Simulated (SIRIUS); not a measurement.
How a calculation on GaN (P6_3mc, 4 atoms in the cell; from Materials Project mp-804, lattice scaled a little) responds to its settings

```xyz
4
Lattice="3.2275 0.0000 0.0000 -1.6138 2.7951 0.0000 0.0000 0.0000 5.2552" Properties=species:S:1:pos:R:3 pbc="T T T"
Ga     1.6138     0.9317     2.6228
Ga     0.0000     1.8634     5.2504
N      1.6138     0.9317     4.6031
N      0.0000     1.8634     1.9755
```

Base run A: PBE, PseudoDojo 0.5 standard norm-conserving PBE (tails mended) pseudopotentials (SIRIUS), self-consistent single point.

Its settings: parameters.ngridk = 6 6 3; parameters.xc_functionals = [XC_GGA_X_PBE, XC_GGA_C_PBE]; parameters.gk_cutoff = 9.165 1/bohr; parameters.pw_cutoff = 18.331 1/bohr; parameters.smearing = gaussian; parameters.smearing_width = 0.000734986 Ha; potentials = PseudoDojo 0.5 standard norm-conserving PBE (tails mended) pseudopotentials; parameters.electronic_structure_method = pseudopotential; parameters.num_bands = 22; parameters.num_mag_dims = 0; parameters.num_dft_iter = 100; parameters.energy_tol = 1e-07 Ha; parameters.density_tol = 1e-06; mixer.type = anderson; mixer.beta = 0.7; mixer.use_hartree = false.

The structure comes from a collection of computed structures, made at another level of theory; the collection holds predicted forms beside known ones. Its lattice was then scaled.

ΔF is the free energy per atom less that of run A. 

A variant of run A gave: the free energy goes up by 4.4 meV/atom, the pressure goes from -1.24 to 2.39 GPa and the largest force goes from 0.002 to 0.206 eV/Å.

Name the change that produced these shifts.
(A) lattice vector c scaled by 0.99
(B) lattice vector c scaled by 1.01
(C) lattice vector c scaled by 0.98
(D) lattice vector c scaled by 1.02

C, lattice vector c scaled by 0.98. That run gave: ΔF (meV/atom) 4.4; pressure (GPa) 2.39; largest force (eV/Å) 0.206.

The base and the other variants:

```csv
change,ΔF (meV/atom),pressure (GPa),largest force (eV/Å)
base,0.00,-1.24,0.002
lattice vector c scaled by 0.99,0.63,0.50,0.091
lattice vector c scaled by 1.01,2.3,-2.83,0.073
lattice vector c scaled by 1.02,7.2,-4.29,0.125
```

“Tails mended”: in these copies of the files the far tail of each local potential was reset to the Coulomb form.
